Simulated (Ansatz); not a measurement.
**Mg2CdS3 (P-3m1) at 2 levels of theory**

One geometry, relaxed with PBE; plane waves with PAW potentials in Ansatz, scalar-relativistic. No spin polarisation. Gaps are the least over mesh and band path; pressure is positive in compression.

```yaml
crystal:
  lattice:
    - [3.76405, 0.00000, 0.00000]
    - [-1.88202, 3.25976, 0.00000]
    - [0.00000, 0.00000, 9.23287]
  atoms:
    - { symbol: Mg, position: [0.33333, 0.66667, 0.66207] }
    - { symbol: Mg, position: [0.66667, 0.33333, 0.33793] }
    - { symbol: Cd, position: [0.00000, 0.00000, 0.00000] }
    - { symbol: S, position: [0.00000, 0.00000, 0.50000] }
    - { symbol: S, position: [0.33333, 0.66667, 0.17790] }
    - { symbol: S, position: [0.66667, 0.33333, 0.82210] }
```

```csv
level,cutoff (eV),k mesh,gap (eV),pressure (GPa)
PBE,420,12×12×4,1.69,0.0
```

**Question.** What comes out on the same cell with LDA?

**Answer.**
```csv
level,cutoff (eV),k mesh,gap (eV),pressure (GPa)
LDA,420,12×12×4,1.45,-5.1
```

The cell was found from a structure generator's guess, not taken from experiment.
